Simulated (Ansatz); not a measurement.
## Convergence of InSe₂ with the plane-wave cutoff

Level of theory: DFT PBE, scalar-relativistic, plane waves, PAW in Ansatz 0.2.0.

```
CELL_PARAMETERS angstrom
3.89489 0.00000 0.00000
0.00000 3.89489 0.00000
0.00000 0.00000 9.62623
ATOMIC_POSITIONS crystal
In 0.00000 0.50000 0.70647
In 0.50000 0.00000 0.29353
Se 0.00000 0.50000 0.36621
Se 0.50000 0.00000 0.63379
Se 0.00000 0.00000 0.00000
Se 0.50000 0.50000 0.00000
```

| Quantity | Value |
| --- | --- |
| Γ-centred k-mesh | 10×10×4 |
| occupation rule | Gaussian smearing, 0.1 eV |
| spin treatment | unpolarised |
| valence charge of the PAW sets | In 13, Se 16 |

The atoms stay fixed while the plane-wave cutoff is varied. ΔE is the energy extrapolated to zero smearing, less that of the reference run (850 eV). The cell isn't necessarily relaxed at this level. Pressure is positive in compression and holds a correction for the finite cutoff (Pulay stress).

Times are rough; the reference took 74 s on 1 thread of Intel(R) Xeon(R) Platinum 8259CL CPU @ 2.50GHz (Skylake/Cascade Lake) (shared host), peak memory 1.2 GiB.

Problem. Tried: 150, 200, 250, 300, 350, 380, 420, 460, 520, 600, 700, 850 eV. From which plane-wave cutoff on does the energy per atom stay within 100, 10 and 1 meV of the reference?

Solution. 300 for 100 meV, 350 for 10 meV, 420 for 1 meV. The reference itself isn't shown to be converged. At 350 eV, where the energy is within 10 meV, force components already agree to within 0.001 eV/Å, where the largest force is 0.056 eV/Å.

```tsv
cutoff (eV)	ΔE (meV/atom)	P (GPa)	largest change of a force component (eV/Å)	plane waves at Γ	wall time (s)
150	28402	-13.05	1.016	599	8.2
200	4651	-0.95	0.122	947	10
250	573	0.19	0.068	1297	14
300	41.1	-0.09	0.005	1739	18
350	2.25	-0.09	0.001	2137	20
380	1.40	-0.10	0.001	2479	25
420	0.94	-0.10	0.001	2889	37
460	0.45	-0.11	0.000	3273	44
520	0.19	-0.11	0.000	3907	36
600	0.08	-0.11	0.000	4847	42
700	0.03	-0.11	0.000	6133	56
850	0.00	-0.11	0.000	8265	74
```

1 further run of this set didn't finish or converge.